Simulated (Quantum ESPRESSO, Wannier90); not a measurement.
# Tight-binding from DFT: Al2O3 (corundum)

```xyz
10
Lattice="-2.4025 4.1613 0.0000 -4.8050 0.0000 0.0000 -2.4025 1.3871 4.3721" Properties=species:S:1:pos:R:3 pbc="T T T"
Al     0.0000     0.0000     1.9399
Al     0.0000     0.0000    -1.9399
Al     2.4025    -1.3871     0.2461
Al    -2.4025     1.3871    -0.2461
O      0.9315    -1.3871    -1.0930
O     -0.9315     1.3871     1.0930
O      0.7355     1.5003    -1.0930
O     -0.7355    -1.5003     1.0930
O     -1.6670    -0.1132    -1.0930
O      1.6670     0.1132     1.0930
```

Materials Project entry mp-1143; symmetrised, unrelaxed at this level. COD (Crystallography Open Database) has the formula in 3 space groups, this one among them (matched by group alone). Level: LDA, no spin polarisation, no spin-orbit coupling; pw.x of Quantum ESPRESSO at 68 Ry with PseudoDojo potentials, 4×4×4 k-points, Wannier90. Density: 8×8×8 mesh, cold smearing 0.01 Ry.

Bands 1-6 form an isolated set from -18.74 to -15.76 eV relative to the valence-band maximum (on the path) and are turned into 6 Wannier functions by minimising the spread from the start: atomic waves O 2s.

Centres (Cartesian, Å; one of the equivalent choices) and spreads:

```json
[
 {"n": "1", "x": "0.948", "y": "-1.387", "z": "-1.093", "spread (Å²)": "0.592", "nearest atom": "O5"},
 {"n": "2", "x": "-0.948", "y": "1.387", "z": "1.093", "spread (Å²)": "0.592", "nearest atom": "O6"},
 {"n": "3", "x": "0.727", "y": "1.515", "z": "-1.093", "spread (Å²)": "0.592", "nearest atom": "O7"},
 {"n": "4", "x": "-0.727", "y": "-1.515", "z": "1.093", "spread (Å²)": "0.592", "nearest atom": "O8"},
 {"n": "5", "x": "-1.675", "y": "-0.128", "z": "-1.093", "spread (Å²)": "0.592", "nearest atom": "O9"},
 {"n": "6", "x": "1.675", "y": "0.128", "z": "1.093", "spread (Å²)": "0.592", "nearest atom": "O10"}
]
```

Ω_I = 3.55 Å², Ω_total = 3.55 Å²; the interpolated bands follow pw.x to 0.1 meV rms on the path. Only this start was tried; a symmetric start can stop on a saddle, and mixtures of these functions could lower the total by at most Ω_total − Ω_I.
